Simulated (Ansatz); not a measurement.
Relaxed-ion elastic tensor of TiNb in space group Cmmm (No. 65; Ti on 2c, Nb on 2a) in GPa (Voigt order), the program Ansatz at the LDA level (PAW); density 7.12 g/cm³, 16.43 Å³ per atom.

```
 207   129   127   0.0   0.0   0.0
 129   212   141   0.0   0.0   0.0
 127   141   183   0.0   0.0   0.0
 0.0   0.0   0.0  42.7   0.0   0.0
 0.0   0.0   0.0   0.0  16.0   0.0
 0.0   0.0   0.0   0.0   0.0  46.2
```

Problem. Is the crystal mechanically stable?

Solution. Yes: the smallest eigenvalue of C is 16.0 GPa.

Problem. Work out the Voigt, Reuss and Hill averages.

Solution. K_V = 155, K_R = 154, K_H = 155; G_V = 34.6, G_R = 29.6, G_H = 32.1 GPa.

Problem. Give Young's modulus, Poisson's ratio, Pugh's ratio and the universal anisotropy index.

Solution. E = 9KG/(3K + G) = 90.1 GPa; ν = 0.40; K/G = 4.82 (ductile by the Pugh limit of 1.75); A_U = 5G_V/G_R + K_V/K_R − 6 = 0.85.

Problem. Estimate the sound speeds and the Debye temperature.

Solution. v_l = √((K + 4G/3)/ρ) = 5270 m/s, v_t = √(G/ρ) = 2120 m/s, mean 2410 m/s; Θ = (h/k)(3n/4πV)^(1/3) v_m = 282 K.

Problem. How much does each axis shrink under pressure?

Solution. Linear compressibilities β_i = Σ_j S_ij (j = 1 to 3): x 2.2, y 1.6, z 2.8 per TPa.

The first step of the workflow began from a Materials Project structure, measured or hypothetical; the Crystallography Open Database copy checked does not list it. With Ti and Nb taken as one species the cell has the higher symmetry Im-3m, so it may be an ordered model of a mixed-site phase. Whether it is the stable phase at ambient conditions was not checked. The cell keeps a stress of up to 0.2 GPa. The cell was relaxed with LDA under the symmetry of its start; whether a distortion lowers the energy is not shown. The run is not spin-polarised. As this level gives no gap, shear constants depend on the k-mesh and smearing (Fermi–Dirac, 0.1 eV here). On the denser mesh and wider smearing of the elastic run this cell carries a stress of 0.4 GPa.

Potentials: the later of the program's two PAW sets.
